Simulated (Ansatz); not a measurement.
Given:

SbTePd:
```
SbTePd
1.0
    6.60950     0.00000     0.00000
    0.00000     6.60950     0.00000
    0.00000     0.00000     6.60950
Sb Te Pd
4 4 4
Direct
  0.62581   0.62581   0.62581
  0.87419   0.37419   0.12581
  0.12581   0.87419   0.37419
  0.37419   0.12581   0.87419
  0.37459   0.37459   0.37459
  0.12541   0.62541   0.87459
  0.87459   0.12541   0.62541
  0.62541   0.87459   0.12541
  0.00494   0.00494   0.00494
  0.49506   0.99506   0.50494
  0.50494   0.49506   0.99506
  0.99506   0.50494   0.49506
```

This is the r²SCAN-relaxed structure.

### Question
All from plane-wave PAW r²SCAN (Ansatz code), unless another level is named. Estimate the electronic character.

### Answer
metallic (no gap).

### Question
Predict the density of states at the Fermi level.

### Answer
0.45 states/eV per atom (mean over ±0.08 eV).

### Question
Next, the formation energy from the elements (no fitted shifts)?

### Answer
-376 meV/atom.

Space group P2_13. The first step of the workflow began from a Materials Project structure, measured or hypothetical; the Crystallography Open Database files this formula in space group No. 198, but the cells were not matched. Whether it is the stable phase at ambient conditions was not checked. The cell was relaxed with r²SCAN under the symmetry of its start; whether a distortion lowers the energy is not shown. The run is not spin-polarised. The references are the lowest solids computed at this level, not always the standard phases. Spin–orbit coupling is left out wherever it is not named.

Potentials: the later of the program's two PAW sets.
